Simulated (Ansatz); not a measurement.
What settings do to one calculation: N started on an O site next to an O vacancy in cubic perovskite BaZrO3, 9 atoms, charge +1

Ansatz (PAW, plane waves), atoms fixed. The base input:

```yaml
crystal:
  lattice:
    - [8.361961, 0.000000, 0.000000]
    - [0.000000, 4.180980, 0.000000]
    - [0.000000, 0.000000, 4.180980]
  atoms:
    - { symbol: Ba, position: [0.004504, 0.985118, 0.002869] }
    - { symbol: Ba, position: [0.516497, 0.989958, 0.054523] }
    - { symbol: Zr, position: [0.243747, 0.490312, 0.499907], spin: 0.667 }
    - { symbol: Zr, position: [0.731350, 0.465269, 0.503727], spin: 0.667 }
    - { symbol: O, position: [0.745698, 0.517642, 0.005196] }
    - { symbol: O, position: [0.990216, 0.437117, 0.510967] }
    - { symbol: O, position: [0.251606, 0.970414, 0.552442] }
    - { symbol: O, position: [0.759499, 0.020107, 0.450068] }
    - { symbol: N, position: [0.495050, 0.507289, 0.508891], spin: 0.667 }
kpoints:
  mp_grid: { grid: [2, 2, 2], shift: [0.5, 0.5, 0.5] }
hamiltonian:
  xc: pbesol
total_charge: 1
magnetization:
  spin_polarized: true
scf:
  occupations: { method: fermi_dirac, width: 0.01 }
output:
  forces: true
  eigenvalues: true
  populations: true
  charged_corrections: { epsilon: 40 }
```

Command:

```sh
ansatz run in.yaml --threads 7 --pin off --max-ram 13300MiB --runs-dir r --events-out ev --progress --plain
```

It converged in 23 iterations and 3.3 s of wall time on 7 threads of a Neoverse-V2 processor, on a host shared with other runs; peak host memory 0.73 GiB; largest force component 4.16 eV/Å. The cutoff was the default, 420 eV. The base isn't a converged reference: it has few k points, and its atoms are unrelaxed. Each run below changes the keys shown and caps the iterations.

```tsv
run	changed	ending	iterations	free energy less the base (meV per atom)	rms change of forces (eV/Å)	change of pressure (GPa)	wall time (s, shared host)
1	max_iter 70, total_charge 7	converged	34	other zero	1.665	–	3.8 CPU
2	dr2_threshold 0.001, max_iter 80	converged	21	0.0	0.004	–	3.3 CPU
3	ecutrho_ratio 2, max_iter 90	converged	23	-2.3	0.003	–	3.1 CPU
4	dispersion d3bj, xc_grid 1 (2 is the default), max_iter 90	converged	23	other zero	0.001	–	3.1 CPU
5	n_extra_bands 60, max_iter 80	converged	20	0.0	0.000	–	4.6 CPU
6	accuracy low, n_extra_bands 1, max_iter 50	refused	–	–	–	–	–
7	ecutwfc 400 eV, max_iter 70, total_charge 2	converged	17	other zero	0.569	–	2.4 CPU
8	ecutrho_ratio 1, max_iter 90	converged	26	-130.8	0.132	–	3.1 CPU
9	xc_grid 1 (2 is the default), n_extra_bands 60, max_iter 70	converged	19	0.0	0.000	–	4.3 CPU
10	width 0.03 eV, mixing algorithm linear, max_iter 70	refused	–	–	–	–	–
```

«Other zero»: another functional, charge or dispersion term moves the zero of energy, so the difference says nothing of accuracy.

Q: Which changes leave the result alone, and which of the same physical model moves the forces most?

A: The forces move by under 0.002 eV/Å in runs 5, 9. Run 8 (ecutrho_ratio 1, max_iter 90) moves them most among the runs with the same functional, charge and dispersion term, by 0.132 eV/Å.

Q: Why did some runs give no result?

A: - run 6: inconsistent input (scf.n_extra_bands): n_bands = 37 cannot host the net starting moment |Σ_I m_I| = 2.0010 μB: with N_el = 72 the majority spin channel must hold (N_el + |M|)/2 = 37.0005 electrons at no more than one per band — at least 38 bands (37 bands …
- run 10: YAML parse error: error: line 26 column 24: unknown variant `linear`, expected one of auto, anderson, broyden, msr1
